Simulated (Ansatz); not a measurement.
GaN:
```cif
data_Ga2N2
_chemical_formula_sum 'Ga2 N2'
_space_group_name_H-M_alt 'P 1'
_space_group_IT_number 1
_cell_length_a 3.15182
_cell_length_b 3.15182
_cell_length_c 5.13835
_cell_angle_alpha 90.000
_cell_angle_beta 90.000
_cell_angle_gamma 120.000
loop_
_space_group_symop_operation_xyz
  'x, y, z'
loop_
_atom_site_label
_atom_site_type_symbol
_atom_site_fract_x
_atom_site_fract_y
_atom_site_fract_z
_atom_site_occupancy
Ga1 Ga 0.66667 0.33333 0.00082 1
Ga2 Ga 0.33333 0.66667 0.50082 1
N1 N 0.66667 0.33333 0.62438 1
N2 N 0.33333 0.66667 0.12438 1
```

Relaxed with LDA.

Task: Decompose the optical modes at the zone centre into irreducible representations, and say which are infrared and Raman allowed.

Result: Point group 6mm: Γ_opt = A1 + 2B1 + E1 + 2E2. Infrared: A1, E1. Raman: A1, E1, E2.

Task: Assign frequencies (DFPT, LDA (plane waves, PAW; program Ansatz); without the LO–TO term).

Result: E2 140, B1 336, A1 538, E1 561, E2 570, B1 698 cm⁻¹.

Subscripts of B labels follow the axes of the standard setting.

Space group P6_3mc (wurtzite). The cell was relaxed with LDA under the symmetry of its start; phonons on a q-mesh show no instability.

Potentials: the later of the program's two PAW sets.
